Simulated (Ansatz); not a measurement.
Geometry optimisation in Ansatz: input, command and trajectory.

```yaml
crystal:
  lattice:
    - [-2.0376989427, 2.0376989427, 4.5517430927]
    - [2.0376989427, -2.0376989427, 4.5517430927]
    - [2.0376989427, 2.0376989427, -4.5517430927]
  atoms:
    - { symbol: Pt, position: [0.5, 0.5, 0.0] }
    - { symbol: Pt, position: [0.25, 0.75, 0.5] }
    - { symbol: Pt, position: [0.75, 0.25, 0.5] }
    - { symbol: Br, position: [0.0, 0.0, 0.0] }
basis:
  ecutwfc: 420
kpoints:
  mp_grid: { grid: [6, 6, 6] }
hamiltonian:
  xc: pbe
scf:
  occupations: { method: gaussian, width: 0.1 }
  lower_state_search: "off"
output:
  forces: true
  stress: true
  eigenvalues: true
relax:
  adjacent_minimum: "off"
  f_tol: 0.04
  max_steps: 70
  cell: { stress_tol: 0.4 }
```

```bash
ansatz run input.yaml --threads 1 --pin off --max-ram 2560MiB --backend cpu --events-out ev --progress --plain --runs-dir out
```

Theory: DFT PBE, scalar-relativistic, plane waves, PAW in Ansatz.

Of 13 frames 9 are shown, positions in Å and forces in eV/Å; the SCF threshold varies from step to step. Steps run on the plane waves of an earlier cell, with a Pulay correction in the pressure. The basis is chosen afresh for the last frame, the zero of the energies, and at times for earlier ones too; energy and pressure step there, also at an unchanged geometry. Here that happened at step 11 (-3 meV/atom, 0.4 GPa); the frames before carry an error of that size.

```xyz
4
Lattice="-2.0377 2.0377 4.5517 2.0377 -2.0377 4.5517 2.0377 2.0377 -4.5517" Properties=species:S:1:pos:R:3:forces:R:3 pbc="T T T" step=1 free_energy_over_end_meV_per_atom=179.32 pressure_GPa=-10.58
Pt    0.0000    0.0000    4.5517    0.0000    0.0000    0.0000
Pt    2.0377    0.0000    2.2759    0.0000    0.0000    0.0000
Pt    0.0000    2.0377    2.2759    0.0000    0.0000    0.0000
Br    0.0000    0.0000    0.0000    0.0000    0.0000    0.0000
4
Lattice="-1.9592 1.9592 4.3258 1.9592 -1.9592 4.3258 1.9592 1.9592 -4.3258" Properties=species:S:1:pos:R:3:forces:R:3 pbc="T T T" step=2 free_energy_over_end_meV_per_atom=125.98 pressure_GPa=5.95
Pt    0.0000    0.0000    4.3258    0.0000    0.0000    0.0000
Pt    1.9592    0.0000    2.1629    0.0000    0.0000    0.0000
Pt    0.0000    1.9592    2.1629    0.0000    0.0000    0.0000
Br    0.0000    0.0000    0.0000    0.0000    0.0000    0.0000
4
Lattice="-2.0079 2.0079 4.2684 2.0079 -2.0079 4.2684 2.0079 2.0079 -4.2684" Properties=species:S:1:pos:R:3:forces:R:3 pbc="T T T" step=4 free_energy_over_end_meV_per_atom=107.21 pressure_GPa=-0.48
Pt    0.0000    0.0000    4.2684    0.0000    0.0000    0.0000
Pt    2.0079    0.0000    2.1342    0.0000    0.0000    0.0000
Pt    0.0000    2.0079    2.1342    0.0000    0.0000    0.0000
Br    0.0000    0.0000    0.0000    0.0000    0.0000    0.0000
4
Lattice="-2.0492 2.0492 4.0466 2.0492 -2.0492 4.0466 2.0492 2.0492 -4.0466" Properties=species:S:1:pos:R:3:forces:R:3 pbc="T T T" step=5 free_energy_over_end_meV_per_atom=97.25 pressure_GPa=1.11
Pt    0.0000    0.0000    4.0466    0.0000    0.0000    0.0000
Pt    2.0492    0.0000    2.0233    0.0000    0.0000    0.0000
Pt    0.0000    2.0492    2.0233    0.0000    0.0000    0.0000
Br    0.0000    0.0000    0.0000    0.0000    0.0000    0.0000
4
Lattice="-2.1040 2.1040 3.8246 2.1040 -2.1040 3.8246 2.1040 2.1040 -3.8246" Properties=species:S:1:pos:R:3:forces:R:3 pbc="T T T" step=6 free_energy_over_end_meV_per_atom=75.29 pressure_GPa=1.64
Pt    0.0000    0.0000    3.8246    0.0000    0.0000    0.0000
Pt    2.1040    0.0000    1.9123    0.0000    0.0000    0.0000
Pt    0.0000    2.1040    1.9123    0.0000    0.0000    0.0000
Br    0.0000    0.0000    0.0000    0.0000    0.0000    0.0000
4
Lattice="-2.2221 2.2221 3.3790 2.2221 -2.2221 3.3790 2.2221 2.2221 -3.3790" Properties=species:S:1:pos:R:3:forces:R:3 pbc="T T T" step=8 free_energy_over_end_meV_per_atom=11.86 pressure_GPa=3.66
Pt    0.0000    0.0000    3.3790    0.0000    0.0000    0.0000
Pt    2.2221    0.0000    1.6895    0.0000    0.0000    0.0000
Pt    0.0000    2.2221    1.6895    0.0000    0.0000    0.0000
Br    0.0000    0.0000    0.0000    0.0000    0.0000    0.0000
4
Lattice="-2.2804 2.2804 3.2923 2.2804 -2.2804 3.2923 2.2804 2.2804 -3.2923" Properties=species:S:1:pos:R:3:forces:R:3 pbc="T T T" step=9 free_energy_over_end_meV_per_atom=3.44 pressure_GPa=-0.99
Pt    0.0000    0.0000    3.2923    0.0000    0.0000    0.0000
Pt    2.2804    0.0000    1.6461    0.0000    0.0000    0.0000
Pt    0.0000    2.2804    1.6461    0.0000    0.0000    0.0000
Br    0.0000    0.0000    0.0000    0.0000    0.0000    0.0000
4
Lattice="-2.2774 2.2774 3.2815 2.2774 -2.2774 3.2815 2.2774 2.2774 -3.2815" Properties=species:S:1:pos:R:3:forces:R:3 pbc="T T T" step=10 free_energy_over_end_meV_per_atom=3.07 pressure_GPa=-0.03
Pt    0.0000    0.0000    3.2815    0.0000    0.0000    0.0000
Pt    2.2774    0.0000    1.6407    0.0000    0.0000    0.0000
Pt    0.0000    2.2774    1.6407    0.0000    0.0000    0.0000
Br    0.0000    0.0000    0.0000    0.0000    0.0000    0.0000
4
Lattice="-2.2895 2.2895 3.2536 2.2895 -2.2895 3.2536 2.2895 2.2895 -3.2536" Properties=species:S:1:pos:R:3:forces:R:3 pbc="T T T" step=13 free_energy_over_end_meV_per_atom=0.00 pressure_GPa=0.03
Pt    0.0000    0.0000    3.2536    0.0000    0.0000    0.0000
Pt    2.2895    0.0000    1.6268    0.0000    0.0000    0.0000
Pt    0.0000    2.2895    1.6268    0.0000    0.0000    0.0000
Br    0.0000    0.0000    0.0000    0.0000    0.0000    0.0000
```

The start puts this composition into another compound's structure type, which needn't suit it. At the end the space group is Fm-3m (tolerance 0.05 Å).

The run took 64 s on 1 thread of Arm Neoverse V1 (shared host), peak memory 0.4 GiB.

The k mesh is coarse. Spin–orbit coupling is left out, which can shift energies with elements as heavy as these. Spin polarisation was left out, and a magnetic state may lie lower.